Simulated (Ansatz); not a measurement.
PtS$_{2}$ (CdI2 type)

```xyz
3
Lattice="3.5523 0.0000 0.0000 -1.7761 3.0764 0.0000 0.0000 0.0000 5.1280" Properties=species:S:1:pos:R:3 pbc="T T T"
Pt     0.0000     0.0000     0.0000
S      0.0000     2.0509     1.2259
S      1.7761     1.0255     3.9021
```

The slice is a (1 -1 0 0) plane (indices of the conventional cell) through the point (0.000, 0.000, 0.000) (fractional), spanned by u = [110] and v = [001] in vectors of this cell: u (3.55 Å) and v (5.13 Å, at 90° to u). It covers one period; positions are fractions (u, v).

Computed with r2SCAN+rVV10 (plane waves to 500 eV, PAW, scalar-relativistic; Ansatz, an electronic-structure program). k mesh 11×11×7. These are valence fields of a PAW run, semicore shells included where kept as valence: close to a nucleus they are smooth pseudo fields. PtS2 is run without spin polarisation. PtS2 was relaxed with its symmetry unable to fall. Spin-orbit coupling is left out, though Pt is heavy.

Problem. Sketch the valence electron density on this plane as a map.

Solution. 
```
|9999876544333445678999|
|9998765544444445567899|
|9988765544444445567889|
|8887655444444444556788|
|7766554444444444455667|
|6655544444444444445556|
|5544444444444444444445|
|4444444444444444444444|
|3333333444444444333333|
|2222333344444443333222|
|2222223334444433322222|
|1111222333333333222111|
|0011112223333322211110|
|0000111222222222111000|
|0000011122222221110000|
|0000011122222221110000|
|0000011122222221110000|
|0000111222222222111000|
|0011112223333322211110|
|1111222333333333222111|
|2222223334444433322222|
|2222333344444443333222|
|3333333444444444333333|
|4444444444444444444444|
|5544444444444444444445|
|6655544444444444445556|
|7766554444444444455667|
|8887655444444444556788|
|9988765544444445567889|
|9998765544444445567899|
|9999876544333445678999|
|9999876544333445678999|
```
Scale: ten equal steps from -1.82 (start of '0') to 1.08 (end of '9'), in the order '0123456789'. Values: log₁₀ of the valence density in e/Å³. The map has 22 points along u (one character each, u = 0 at the left) and 32 along v (v = 0 in the bottom row). The scale is logarithmic, as a density can span decades between atoms and voids.
